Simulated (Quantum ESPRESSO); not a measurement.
```cif
data_AgCl
_chemical_formula_sum 'Cl1 Ag1'
_space_group_name_H-M_alt 'P 1'
_space_group_IT_number 1
_cell_length_a 3.82508
_cell_length_b 3.82508
_cell_length_c 3.82508
_cell_angle_alpha 60.000
_cell_angle_beta 60.000
_cell_angle_gamma 60.000
loop_
_space_group_symop_operation_xyz
  'x, y, z'
loop_
_atom_site_label
_atom_site_type_symbol
_atom_site_fract_x
_atom_site_fract_y
_atom_site_fract_z
_atom_site_occupancy
Cl1 Cl 0.50000 0.50000 0.50000 1
Ag1 Ag 0.00000 0.00000 0.00000 1
```

The PBEsol cell relaxed from Materials Project entry mp-22922 was given an isotropic strain of -0.7 % on all lattice vectors, and the atoms were relaxed again.

Q: What does PBEsol (Quantum ESPRESSO, PseudoDojo norm-conserving, 82 Ry, scalar-relativistic) give for the electronic structure near the Fermi level?

A: The PBEsol gap is indirect, 0.73 eV, from L to Γ; the smallest direct gap is 3.11 eV. Spin-orbit splittings are left out.
